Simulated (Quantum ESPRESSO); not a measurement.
Zr3RhMo2AlNb, input and log of a self-consistent run

Computed values, not a measurement. The program is pw.x of Quantum ESPRESSO 7.5 (plane-wave density functional theory). The cell is made up: eight metal atoms on a face-centred cubic lattice, with elements, volume, strain and displacements drawn at random and not relaxed, so it may be unstable or far from any real phase. PseudoDojo standard norm-conserving files set the functional (PBE unless stated); there is no spin polarisation or spin-orbit coupling, the Fermi-Dirac width of 0.25 eV means electrons at about 2900 K, and the masses in the input are unused placeholders. A spin test at this wide smearing found no moment, but such smearing suppresses magnetism that the real alloy may have.

Input:

```
&control calculation='scf', pseudo_dir='./dojo.nc.sr.pbe.v0_5.standard.upf', outdir='./o', disk_io='minimal', tprnfor=.true., tstress=.true. /
&system ibrav=0, nat=8, ntyp=5, nbnd=66, ecutwfc=87.97787729, nosym=.true., tot_charge=0,
 occupations='smearing', smearing='fd', degauss=0.0183746611
/
&electrons conv_thr=1.470e-08, electron_maxstep=70, mixing_beta=0.5 /
ATOMIC_SPECIES
Al 1.0 Al.upf
Mo 1.0 Mo.upf
Nb 1.0 Nb.upf
Rh 1.0 Rh.upf
Zr 1.0 Zr.upf
CELL_PARAMETERS angstrom
-2.1287 -4.0837 -2.1119
-4.1333 2.0048 2.0619
-0.0014 4.0619 -4.1789
ATOMIC_POSITIONS angstrom
Zr -0.018 -0.0491 -0.0043
Zr 0.1104 1.9974 -2.0856
Rh -2.0369 1.9821 -0.0727
Zr -1.945 4.076 -2.1267
Mo -2.1823 0.0789 -2.1425
Al -2.0202 2.0826 -4.1934
Mo -4.2096 -0.0719 0.0619
Nb -4.1218 2.0161 -2.0438
K_POINTS automatic
5 5 4 1 1 1
```

The log is shortened where brackets say so; the opening notice, blank lines, dates and the lines on written files are dropped, and the path of the files is cut. It prints rydbergs, bohrs and kilobars, and counts compression as positive stress. Its total energy is the free energy E - TS of the whole cell.

```
     Program PWSCF v.7.5
     Parallel version (MPI & OpenMP), running on       4 processor cores
     Number of MPI processes:                 4
     Threads/MPI process:                     1
     [start-up lines left out]
     bravais-lattice index     =            0
     lattice parameter (alat)  =       9.5740  a.u.
     unit-cell volume          =     955.9776 (a.u.)^3
     number of atoms/cell      =            8
     number of atomic types    =            5
     number of electrons       =        97.00
     number of Kohn-Sham states=           66
     kinetic-energy cutoff     =      87.9779  Ry
     charge density cutoff     =     351.9115  Ry
     scf convergence threshold =      1.5E-08
     mixing beta               =       0.5000
     number of iterations used =            8  plain     mixing
     Exchange-correlation= PBE
                           (   1   4   3   4   0   0   0)
     [axes and pseudopotential details left out]
   Cartesian axes
     site n.     atom                  positions (alat units)
         1        Zr     tau(   1) = (  -0.0035528  -0.0096914  -0.0008487  )
         2        Zr     tau(   2) = (   0.0217908   0.3942469  -0.4116558  )
         3        Rh     tau(   3) = (  -0.4020434   0.3912270  -0.0143495  )
         4        Zr     tau(   4) = (  -0.3839042   0.8045210  -0.4197681  )
         5        Mo     tau(   5) = (  -0.4307424   0.0155733  -0.4228867  )
         6        Al     tau(   6) = (  -0.3987471   0.4110637  -0.8276934  )
         7        Mo     tau(   7) = (  -0.8308910  -0.0141916   0.0122178  )
         8        Nb     tau(   8) = (  -0.8135610   0.3979379  -0.4034053  )
     number of k points=    50  Fermi-Dirac smearing, width (Ry)=  0.0184
                       cart. coord. in units 2pi/alat
        k(    1) = (  -0.1703423   0.0286648  -0.1236268), wk =   0.0400000
        k(    2) = (  -0.2077715   0.1459552  -0.3127000), wk =   0.0400000
     [further k points left out]
     Dense  grid:   106577 G-vectors     FFT dimensions: (  60,  60,  72)
     Estimated max dynamical RAM per process >     354.36 MB
     Estimated total dynamical RAM >       1.31 GB
     Initial potential from superposition of free atoms
     starting charge      96.9847, renormalised to      97.0000
     Starting wfcs are   74 randomized atomic wfcs
     total cpu time spent up to now is        4.9 secs
     per-process dynamical memory:   282.0 Mb
     Self-consistent Calculation
     iteration #  1     ecut=    87.98 Ry     beta= 0.50
     Davidson diagonalization with overlap
     ethr =  1.00E-02,  avg # of iterations =  2.2
     total cpu time spent up to now is       13.7 secs
     total energy              =    -946.66830635 Ry
     estimated scf accuracy    <       3.50774778 Ry
     iteration #  2     ecut=    87.98 Ry     beta= 0.50
     Davidson diagonalization with overlap
     ethr =  3.62E-03,  avg # of iterations =  4.2
     total cpu time spent up to now is       24.1 secs
     total energy              =    -946.45082826 Ry
     estimated scf accuracy    <      27.16522907 Ry
     iteration #  3     ecut=    87.98 Ry     beta= 0.50
     Davidson diagonalization with overlap
     ethr =  3.62E-03,  avg # of iterations =  2.0
     total cpu time spent up to now is       32.9 secs
     total energy              =    -948.46621962 Ry
     estimated scf accuracy    <       2.54431052 Ry
     iteration #  4     ecut=    87.98 Ry     beta= 0.50
     Davidson diagonalization with overlap
     ethr =  2.62E-03,  avg # of iterations =  1.2
     total cpu time spent up to now is       40.2 secs
     total energy              =    -948.64016802 Ry
     estimated scf accuracy    <       0.19040502 Ry
     iteration #  5     ecut=    87.98 Ry     beta= 0.50
     Davidson diagonalization with overlap
     ethr =  1.96E-04,  avg # of iterations =  6.3
     total cpu time spent up to now is       50.9 secs
     total energy              =    -948.64522849 Ry
     estimated scf accuracy    <       0.05231258 Ry
     [iterations 6 to 13 left out]
     iteration # 14     ecut=    87.98 Ry     beta= 0.50
     Davidson diagonalization with overlap
     ethr =  2.02E-09,  avg # of iterations =  2.0
     total cpu time spent up to now is      127.1 secs
     total energy              =    -948.66048186 Ry
     estimated scf accuracy    <       0.00000083 Ry
     iteration # 15     ecut=    87.98 Ry     beta= 0.50
     Davidson diagonalization with overlap
     ethr =  8.56E-10,  avg # of iterations =  1.1
     total cpu time spent up to now is      134.1 secs
     total energy              =    -948.66048195 Ry
     estimated scf accuracy    <       0.00000013 Ry
     iteration # 16     ecut=    87.98 Ry     beta= 0.50
     Davidson diagonalization with overlap
     ethr =  1.31E-10,  avg # of iterations =  2.0
     total cpu time spent up to now is      141.7 secs
     total energy              =    -948.66048196 Ry
     estimated scf accuracy    <       0.00000003 Ry
     iteration # 17     ecut=    87.98 Ry     beta= 0.50
     Davidson diagonalization with overlap
     ethr =  3.17E-11,  avg # of iterations =  2.0
     total cpu time spent up to now is      149.6 secs
     total energy              =    -948.66048196 Ry
     estimated scf accuracy    <       0.00000006 Ry
     iteration # 18     ecut=    87.98 Ry     beta= 0.50
     Davidson diagonalization with overlap
     ethr =  3.17E-11,  avg # of iterations =  1.2
     total cpu time spent up to now is      156.7 secs
     End of self-consistent calculation
     [lines on levels left out]
!    total energy              =    -948.66048196 Ry
     estimated scf accuracy    <          5.0E-09 Ry
     smearing contrib. (-TS)   =      -0.13019962 Ry
     internal energy E=F+TS    =    -948.53028234 Ry
     The total energy is F=E-TS. E is the sum of the following terms:
     one-electron contribution =    -230.57996438 Ry
     hartree contribution      =     166.35847830 Ry
     xc contribution           =    -167.85074292 Ry
     ewald contribution        =    -716.45805334 Ry
     convergence has been achieved in  18 iterations
     Forces acting on atoms (cartesian axes, Ry/au):
     atom    1 type  5   force =     0.00779962    0.04538583   -0.03949616
     atom    2 type  5   force =     0.00078108   -0.03416601    0.03575904
     atom    3 type  4   force =     0.01168775    0.01255912    0.01724745
     atom    4 type  5   force =    -0.01100914    0.01761557   -0.00224534
     atom    5 type  2   force =    -0.00686788   -0.03402059    0.03163918
     atom    6 type  1   force =    -0.03233767   -0.01521537   -0.02382272
     atom    7 type  2   force =     0.03876321   -0.00836626   -0.02251156
     atom    8 type  3   force =    -0.00881697    0.01620772    0.00343012
     Total force =     0.116780     Total SCF correction =     0.000243
     Computing stress (Cartesian axis) and pressure
          total   stress  (Ry/bohr**3)                   (kbar)     P=       61.62
   0.00043494   0.00009742  -0.00012810           63.98       14.33      -18.84
   0.00009742   0.00044365   0.00019048           14.33       65.26       28.02
  -0.00012810   0.00019048   0.00037799          -18.84       28.02       55.60
     init_run     :      4.65s CPU      4.84s WALL (       1 calls)
     electrons    :    151.41s CPU    151.80s WALL (       1 calls)
     forces       :      1.47s CPU      1.48s WALL (       1 calls)
     stress       :      4.92s CPU      4.92s WALL (       1 calls)
     [timing details left out]
     PWSCF        :   2m42.58s CPU   2m43.18s WALL
     JOB DONE.
```

In other units: free energy -12907.183 eV for the cell, pressure 6.16 GPa, largest force component 1.167 eV/Å in size. The run took 165 s of wall time with four MPI processes on a shared machine (AMD EPYC, Zen 5, virtual cores), so the time is rough. A rerun of this cell at a higher cutoff and on a denser mesh moved values by no more than 0.002 eV in energy, 0.04 GPa in stress and 0.010 eV/Å in force, and a second program with other atomic files agreed on that cell to 2 % rms in force and 0.5 GPa in pressure.